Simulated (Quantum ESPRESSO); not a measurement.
# Ti4O6FN: one run as intended and one with a planted mistake

Simulated, not a measurement. The program is pw.x of Quantum ESPRESSO 7.5 (plane-wave density functional theory). The cell is made up: 12 atoms on a rutile lattice, with randomly drawn elements, strain and displacements, not relaxed. PseudoDojo standard norm-conserving files (v0.5 for PBE, v0.4.1 for LDA and PBEsol) set the functional; there is no spin polarisation, spin-orbit coupling or dispersion term, and the masses in the input are unused placeholders.

Intended input:

```
&control calculation='scf', pseudo_dir='./dojo.nc.sr.pbe.v0_5.standard.upf', outdir='./o', disk_io='medium', tprnfor=.true., tstress=.true. /
&system ibrav=0, nat=12, ntyp=4, nbnd=54, ecutwfc=84.00895049, nosym=.true., tot_charge=0,
 occupations='smearing', smearing='fd', degauss=0.0018374661
/
&electrons conv_thr=7.350e-09, electron_maxstep=60, /
ATOMIC_SPECIES
F 1.0 F.upf
N 1.0 N.upf
O 1.0 O.upf
Ti 1.0 Ti.upf
CELL_PARAMETERS angstrom
4.6178 0.0 0.0
0.0 4.6178 0.0
0.0 0.0 5.8989
ATOMIC_POSITIONS angstrom
Ti -0.1283 -0.0414 -0.0511
Ti 2.3049 2.2463 1.3847
Ti -0.011 0.0396 2.9353
Ti 2.232 2.282 4.4289
O 1.4385 1.4431 0.0115
O 3.1907 3.1643 0.0491
F 3.7272 0.908 1.6178
N 0.9528 3.7685 1.4394
O 1.4257 1.4008 2.9375
O 3.1892 3.1422 2.9919
O 3.7299 0.8993 4.417
O 0.9514 3.7019 4.4077
K_POINTS automatic
5 5 4 1 1 1
```

The log is shortened where brackets say so; the opening notice, blank lines, dates and the lines on written files are dropped, and the path of the files is cut. It prints rydbergs, bohrs and kilobars, and counts compression as positive stress. Where no state is partly filled, the Fermi energy that it prints is only some level between the filled and the empty states on the mesh, and need not lie in the true gap.

Log of the intended run:

```
     Program PWSCF v.7.5
     Parallel version (MPI & OpenMP), running on       1 processor cores
     Number of MPI processes:                 1
     Threads/MPI process:                     1
     [start-up lines left out]
     bravais-lattice index     =            0
     lattice parameter (alat)  =       8.7264  a.u.
     unit-cell volume          =     848.8635 (a.u.)^3
     number of atoms/cell      =           12
     number of atomic types    =            4
     number of electrons       =        96.00
     number of Kohn-Sham states=           54
     kinetic-energy cutoff     =      84.0090  Ry
     charge density cutoff     =     336.0358  Ry
     scf convergence threshold =      7.3E-09
     mixing beta               =       0.7000
     number of iterations used =            8  plain     mixing
     Exchange-correlation= PBE
                           (   1   4   3   4   0   0   0)
     [axes and pseudopotential details left out]
   Cartesian axes
     site n.     atom                  positions (alat units)
         1        Ti     tau(   1) = (  -0.0277838  -0.0089653  -0.0110659  )
         2        Ti     tau(   2) = (   0.4991338   0.4864438   0.2998614  )
         3        Ti     tau(   3) = (  -0.0023821   0.0085755   0.6356490  )
         4        Ti     tau(   4) = (   0.4833470   0.4941747   0.9590931  )
         5        O      tau(   5) = (   0.3115120   0.3125081   0.0024904  )
         6        O      tau(   6) = (   0.6909567   0.6852397   0.0106328  )
         7        F      tau(   7) = (   0.8071376   0.1966304   0.3503400  )
         8        N      tau(   8) = (   0.2063320   0.8160813   0.3117069  )
         9        O      tau(   9) = (   0.3087401   0.3033479   0.6361254  )
        10        O      tau(  10) = (   0.6906319   0.6804539   0.6479059  )
        11        O      tau(  11) = (   0.8077223   0.1947464   0.9565161  )
        12        O      tau(  12) = (   0.2060288   0.8016588   0.9545021  )
     number of k points=    50  Fermi-Dirac smearing, width (Ry)=  0.0018
                       cart. coord. in units 2pi/alat
        k(    1) = (   0.1000000   0.1000000   0.0978530), wk =   0.0400000
        k(    2) = (   0.1000000   0.1000000   0.2935590), wk =   0.0400000
     [further k points left out]
     Dense  grid:    88325 G-vectors     FFT dimensions: (  54,  54,  72)
     Estimated max dynamical RAM per process >     140.07 MB
     Initial potential from superposition of free atoms
     starting charge      95.9936, renormalised to      96.0000
     Starting wfcs are   72 randomized atomic wfcs
     total cpu time spent up to now is       36.5 secs
     per-process dynamical memory:    86.6 Mb
     Self-consistent Calculation
     iteration #  1     ecut=    84.01 Ry     beta= 0.70
     Davidson diagonalization with overlap
     ethr =  1.00E-02,  avg # of iterations =  2.0
     total cpu time spent up to now is      106.5 secs
     total energy              =    -741.32095837 Ry
     estimated scf accuracy    <       5.83409661 Ry
     iteration #  2     ecut=    84.01 Ry     beta= 0.70
     Davidson diagonalization with overlap
     ethr =  6.08E-03,  avg # of iterations =  7.8
     total cpu time spent up to now is      251.3 secs
     total energy              =    -734.57576436 Ry
     estimated scf accuracy    <      72.57732002 Ry
     [iterations 3 to 20 left out]
     iteration # 21     ecut=    84.01 Ry     beta= 0.70
     Davidson diagonalization with overlap
     ethr =  4.35E-11,  avg # of iterations =  1.8
     total cpu time spent up to now is     1554.1 secs
     total energy              =    -744.55589519 Ry
     estimated scf accuracy    <       0.00000003 Ry
     iteration # 22     ecut=    84.01 Ry     beta= 0.70
     Davidson diagonalization with overlap
     ethr =  3.62E-11,  avg # of iterations =  2.6
     total cpu time spent up to now is     1614.3 secs
     End of self-consistent calculation
     [lines on levels left out]
     the Fermi energy is    10.5941 ev
!    total energy              =    -744.55589519 Ry
     estimated scf accuracy    <          2.6E-09 Ry
     smearing contrib. (-TS)   =      -0.00000000 Ry
     internal energy E=F+TS    =    -744.55589519 Ry
     The total energy is F=E-TS. E is the sum of the following terms:
     one-electron contribution =    -259.48053049 Ry
     hartree contribution      =     177.35416565 Ry
     xc contribution           =    -137.28928713 Ry
     ewald contribution        =    -525.14024322 Ry
     convergence has been achieved in  22 iterations
     Forces acting on atoms (cartesian axes, Ry/au):
     atom    1 type  4   force =     0.11511272   -0.09347209    0.00556952
     atom    2 type  4   force =    -0.11844911    0.14412105    0.10489131
     atom    3 type  4   force =     0.12120766   -0.15302396    0.05911157
     atom    4 type  4   force =     0.01634035    0.02134918   -0.08917233
     atom    5 type  3   force =    -0.04763656   -0.06062916   -0.00753656
     atom    6 type  3   force =     0.05034553    0.03378777   -0.02792881
     atom    7 type  1   force =    -0.04402122    0.03990335   -0.09379861
     atom    8 type  2   force =    -0.03887075    0.00439290    0.00153324
     atom    9 type  3   force =    -0.01970221   -0.01678189    0.00983917
     atom   10 type  3   force =     0.03433481    0.02976068   -0.00618419
     atom   11 type  3   force =    -0.01870838    0.01632848    0.01687179
     atom   12 type  3   force =    -0.04995284    0.03426368    0.02680389
     Total force =     0.388041     Total SCF correction =     0.000124
     Computing stress (Cartesian axis) and pressure
          total   stress  (Ry/bohr**3)                   (kbar)     P=      104.52
   0.00057797  -0.00011042   0.00018307           85.02      -16.24       26.93
  -0.00011042   0.00062651  -0.00022559          -16.24       92.16      -33.19
   0.00018307  -0.00022559   0.00092697           26.93      -33.19      136.36
     init_run     :     32.98s CPU     36.28s WALL (       1 calls)
     electrons    :   1521.55s CPU   1577.88s WALL (       1 calls)
     forces       :     10.59s CPU     10.70s WALL (       1 calls)
     stress       :     37.19s CPU     37.30s WALL (       1 calls)
     [timing details left out]
     PWSCF        :  26m42.67s CPU  27m44.25s WALL
     JOB DONE.
```

A second run has one planted mistake: the smearing is too wide. The input lines that differ, file-writing options aside:

```
- &system ibrav=0, nat=12, ntyp=4, nbnd=54, ecutwfc=84.00895049, nosym=.true., tot_charge=0,
+ &system ibrav=0, nat=12, ntyp=4, nbnd=72, ecutwfc=84.00895049, nosym=.true., tot_charge=0,
-  occupations='smearing', smearing='fd', degauss=0.0018374661
+  occupations='smearing', smearing='fd', degauss=0.0308694306
```

Its log:

```
     Program PWSCF v.7.5
     Parallel version (MPI & OpenMP), running on       4 processor cores
     Number of MPI processes:                 4
     Threads/MPI process:                     1
     [start-up lines left out]
     bravais-lattice index     =            0
     lattice parameter (alat)  =       8.7264  a.u.
     unit-cell volume          =     848.8635 (a.u.)^3
     number of atoms/cell      =           12
     number of atomic types    =            4
     number of electrons       =        96.00
     number of Kohn-Sham states=           72
     kinetic-energy cutoff     =      84.0090  Ry
     charge density cutoff     =     336.0358  Ry
     scf convergence threshold =      7.3E-09
     mixing beta               =       0.7000
     number of iterations used =            8  plain     mixing
     Exchange-correlation= PBE
                           (   1   4   3   4   0   0   0)
     [axes and pseudopotential details left out]
   Cartesian axes
     site n.     atom                  positions (alat units)
         1        Ti     tau(   1) = (  -0.0277838  -0.0089653  -0.0110659  )
         2        Ti     tau(   2) = (   0.4991338   0.4864438   0.2998614  )
         3        Ti     tau(   3) = (  -0.0023821   0.0085755   0.6356490  )
         4        Ti     tau(   4) = (   0.4833470   0.4941747   0.9590931  )
         5        O      tau(   5) = (   0.3115120   0.3125081   0.0024904  )
         6        O      tau(   6) = (   0.6909567   0.6852397   0.0106328  )
         7        F      tau(   7) = (   0.8071376   0.1966304   0.3503400  )
         8        N      tau(   8) = (   0.2063320   0.8160813   0.3117069  )
         9        O      tau(   9) = (   0.3087401   0.3033479   0.6361254  )
        10        O      tau(  10) = (   0.6906319   0.6804539   0.6479059  )
        11        O      tau(  11) = (   0.8077223   0.1947464   0.9565161  )
        12        O      tau(  12) = (   0.2060288   0.8016588   0.9545021  )
     number of k points=    50  Fermi-Dirac smearing, width (Ry)=  0.0309
                       cart. coord. in units 2pi/alat
        k(    1) = (   0.1000000   0.1000000   0.0978530), wk =   0.0400000
        k(    2) = (   0.1000000   0.1000000   0.2935590), wk =   0.0400000
     [further k points left out]
     Dense  grid:    88325 G-vectors     FFT dimensions: (  54,  54,  72)
     Estimated max dynamical RAM per process >     313.33 MB
     Estimated total dynamical RAM >       1.16 GB
     Initial potential from superposition of free atoms
     starting charge      95.9936, renormalised to      96.0000
     Starting wfcs are   72 randomized atomic wfcs
     total cpu time spent up to now is        4.7 secs
     per-process dynamical memory:   250.3 Mb
     Self-consistent Calculation
     iteration #  1     ecut=    84.01 Ry     beta= 0.70
     Davidson diagonalization with overlap
     ethr =  1.00E-02,  avg # of iterations =  6.8
     total cpu time spent up to now is       16.2 secs
     total energy              =    -741.35754212 Ry
     estimated scf accuracy    <       5.79475330 Ry
     iteration #  2     ecut=    84.01 Ry     beta= 0.70
     Davidson diagonalization with overlap
     ethr =  6.04E-03,  avg # of iterations =  2.0
     total cpu time spent up to now is       28.1 secs
     total energy              =    -733.00864484 Ry
     estimated scf accuracy    <      85.17673099 Ry
     [iterations 3 to 18 left out]
     iteration # 19     ecut=    84.01 Ry     beta= 0.70
     Davidson diagonalization with overlap
     ethr =  2.33E-11,  avg # of iterations =  1.9
     total cpu time spent up to now is      182.9 secs
     total energy              =    -744.58511639 Ry
     estimated scf accuracy    <          7.5E-09 Ry
     iteration # 20     ecut=    84.01 Ry     beta= 0.70
     Davidson diagonalization with overlap
     ethr =  7.86E-12,  avg # of iterations =  1.0
     total cpu time spent up to now is      191.1 secs
     End of self-consistent calculation
     [lines on levels left out]
     the Fermi energy is    10.3885 ev
!    total energy              =    -744.58511639 Ry
     estimated scf accuracy    <          1.5E-10 Ry
     smearing contrib. (-TS)   =      -0.09779427 Ry
     internal energy E=F+TS    =    -744.48732212 Ry
     The total energy is F=E-TS. E is the sum of the following terms:
     one-electron contribution =    -259.68446179 Ry
     hartree contribution      =     177.65611364 Ry
     xc contribution           =    -137.31873075 Ry
     ewald contribution        =    -525.14024322 Ry
     convergence has been achieved in  20 iterations
     Forces acting on atoms (cartesian axes, Ry/au):
     atom    1 type  4   force =     0.10114041   -0.07763259   -0.01483413
     atom    2 type  4   force =    -0.10269367    0.12880532    0.10125341
     atom    3 type  4   force =     0.11111804   -0.14062965    0.08295743
     atom    4 type  4   force =     0.01560881    0.02304453   -0.07971258
     atom    5 type  3   force =    -0.05266891   -0.06493366   -0.00297357
     atom    6 type  3   force =     0.05064335    0.03455191   -0.02319322
     atom    7 type  1   force =    -0.04544027    0.04067583   -0.09323135
     atom    8 type  2   force =    -0.02486699   -0.00467527    0.00418918
     atom    9 type  3   force =    -0.02353078   -0.02161546    0.00209187
     atom   10 type  3   force =     0.03761596    0.03355943   -0.01399276
     atom   11 type  3   force =    -0.01985914    0.01754580    0.01396146
     atom   12 type  3   force =    -0.04706680    0.03130380    0.02348426
     Total force =     0.364378     Total SCF correction =     0.000036
     Computing stress (Cartesian axis) and pressure
          total   stress  (Ry/bohr**3)                   (kbar)     P=      120.63
   0.00067154  -0.00016325   0.00018015           98.79      -24.02       26.50
  -0.00016325   0.00070951  -0.00022390          -24.02      104.37      -32.94
   0.00018015  -0.00022390   0.00107911           26.50      -32.94      158.74
     init_run     :      4.39s CPU      4.54s WALL (       1 calls)
     electrons    :    182.14s CPU    186.44s WALL (       1 calls)
     forces       :      1.80s CPU      1.82s WALL (       1 calls)
     stress       :      5.91s CPU      5.94s WALL (       1 calls)
     [timing details left out]
     PWSCF        :   3m14.44s CPU   3m19.00s WALL
     JOB DONE.
```

```
                                            intended run  run with the mistake
                          free energy (eV)    -10130.199            -10130.597
                    smearing term -TS (eV)        0.0000               -1.3306
                            pressure (GPa)         10.45                 12.06
            largest force component (eV/Å)         3.934                 3.616
largest change of a force component (eV/Å)                               0.613
                                iterations            22                    20
```

For scale, a rerun of the intended cell at a cutoff of 1437 eV and k mesh 7 x 7 x 6 moved values by no more than 0.004 eV in energy, 0.05 GPa in stress and 0.002 eV/Å in force. The number of bands, nbnd, was set by rule from the electron count and the smearing, so it follows the mistake.